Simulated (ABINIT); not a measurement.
ABINIT input for LiH, PBE with JTH PAW datasets:

```
pp_dirpath "./pseudo"
pseudos "Li.GGA_PBE-JTH.xml, H.GGA_PBE-JTH.xml"

acell 3*1.0 angstrom
rprim
    0.000000000000     2.008620000000     2.008620000000
    2.008620000000     0.000000000000     2.008620000000
    2.008620000000     2.008620000000     0.000000000000
ntypat 2
znucl 3 1
natom 2
typat 1 2
xred
    0.000000000000     0.000000000000     0.000000000000
    0.500000000000     0.500000000000     0.500000000000
tolsym 1e-5
chksymtnons 0
chkprim 0

ecut 30
pawecutdg 60
pawovlp 20
ngkpt 10 10 10
nshiftk 1
shiftk 0 0 0
nband 5
occopt 7
tsmear 0.001
diemac 8
tolvrs 1e-10
nstep 90

nucefg 2
quadmom 0.0401 0.00286
nucfc 1
prtwf 0
prtden 0
prteig 0
prtebands 0
prtgsr 0
```

Geometry: a computed entry of the Materials Project; it was not checked against measured cells. It is LiH in Fm-3m. Stability against distortions was not tested.

Each row changes or adds one setting. The quadmom values are sizes without sign and don't touch the SCF cycle. The limit is 90 steps. Cost ratios are rough, from a shared machine.  

| setting typed | SCF steps | k-points | converged | rough cost ratio |
|---|---|---|---|---|
| as in the input | 9 | 47 | yes | about 1 |
| diemac = 1000 | 10 | 47 | yes | about 1 |
| diemac = 2 | 10 | 47 | yes | about 1 |
| diemix = 0.2 | 27 | 47 | yes | 2 |
| diemix = 1.0 | 9 | 47 | yes | about 1 |
| iscf = 13 | 11 | 47 | yes | about 1 |
| iscf = 2 | 15 | 47 | yes | about 1 |
| iscf = 3 | 12 | 47 | yes | about 1 |
| kptopt = 2 | 10 | 504 | yes | 8 |
| kptopt = 3 | 10 | 1000 | yes | 20 |
| npulayit = 12 | 9 | 47 | yes | about 1 |

Fewest SCF steps among converged rows: 9 (as in the input, diemix = 1.0, npulayit = 12); most steps: 27 (diemix = 0.2). Steps of different solvers differ in work.
